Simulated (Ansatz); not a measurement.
Bands of Mg

```xyz
1
Lattice="0.0000 2.2443 2.2443 2.2443 0.0000 2.2443 2.2443 2.2443 0.0000" Properties=species:S:1:pos:R:3 pbc="T T T"
Mg    0.0000    0.0000    0.0000
```

Structure from Materials Project entry mp-1056702 (possibly hypothetical), not relaxed further.

The calculation used DFT, LDA, all-electron LAPW, scalar-relativistic (Ansatz 0.2.0).

Settings: a Γ-centred 16×16×16 k mesh, Fermi–Dirac smearing of 0.03 eV, basis error target 1 meV/atom, no spin polarisation.

Points in fractions of the reciprocal vectors of this cell: Γ (0, 0, 0), X (0.5, 0, 0.5), U (0.625, 0.25, 0.625), K (0.375, 0.375, 0.75), L (0.5, 0.5, 0.5), W (0.5, 0.25, 0.75). The path joins them by straight lines in the order Γ–X–U–K–Γ–L–W–X; legs that retrace an earlier one aren't tabulated. Energies are in eV from the Fermi level.

Question: Is there a gap?

Answer: none: bands cross the Fermi level, a metal.

Question: List the levels between -20 and 3 eV at the symmetry points.

Answer: 
Γ: -6.96
X: -0.20, 0.81
U: 0.64, 0.94, 1.96
K: 0.64, 0.94, 1.96
L: -1.67, -1.31
W: 1.47 (×2), 2.03
